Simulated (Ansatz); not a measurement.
Rb₂CdSe₂O₆ (from a published structure), relaxed with r2SCAN. It is trigonal, R-3m (No. 166); conventional cell a = 5.756 Å, c = 19.718 Å, 17.15 Å³ an atom. Around Rb lie 9 O at 2.97–3.12 Å; around Cd lie 6 O at 2.33 Å; around Se lie 3 O at 1.70 Å; around O lie 1 Se at 1.70 Å and 1 Cd at 2.33 Å and 3 Rb at 2.97–3.12 Å.

```
Rb Cd Se O
1.0
     2.87822    1.66174    6.57262
    -2.87822    1.66174    6.57262
     0.00000   -3.32349    6.57262
Rb Cd Se O
2 1 2 6
Direct
  0.80327 0.80327 0.80327
  0.19673 0.19673 0.19673
  0.00000 0.00000 0.00000
  0.62683 0.62683 0.62683
  0.37317 0.37317 0.37317
  0.74495 0.28116 0.74495
  0.74495 0.74495 0.28116
  0.28116 0.74495 0.74495
  0.25505 0.71884 0.25505
  0.71884 0.25505 0.25505
  0.25505 0.25505 0.71884
```

The questions ask for values computed with the plane-wave code Ansatz on this geometry. No magnetic order; the structure comes from an open crystallographic database, the properties from the calculation.

Given (6×6×6 mesh): With r2SCAN the valence top lies at k = (0, 1/3, -0.354) and the conduction bottom at Γ, 4.46 eV higher; the smallest vertical gap, at Γ, is 4.77 eV.

(1) Estimate the gap with PBE+SOC on 6×6×6.

(2) Estimate the gap with HSE06 on 4×4×4.

(3) What does PBE0 give for the gap (4×4×4 mesh)?

## Answers

(1) With PBE+SOC the valence top lies at k = (0, 1/3, -0.354) and the conduction bottom at Γ, 3.86 eV higher; the smallest vertical gap, at Γ, is 4.08 eV. The gap differs by -0.60 eV from r2SCAN's.

(2) With HSE06 the valence top lies at k = (0, 1/3, -0.354) and the conduction bottom at Γ, 5.44 eV higher; the smallest vertical gap, at k = (0, 1/3, -0.354), is 5.79 eV. The gap differs by +0.98 eV from r2SCAN's.

(3) PBE0 gives an indirect gap of 6.20 eV, from S₀ to Γ; the least direct gap is 6.55 eV at k = (0, 1/3, -0.354). The gap differs by +1.74 eV from r2SCAN's.

Only the levels marked +SOC include spin-orbit coupling.

Where an edge lies off the special points, it is a point of the mesh or the k point where a search put PBE's edge or least direct gap, reused for the other functionals, whose own edges may lie a little apart.

Coordinates of k points refer to the reciprocal vectors of the primitive cell of the runs.

PBE's own run along the path (3.86 eV) came before the search for the edges and missed one, so it isn't listed.
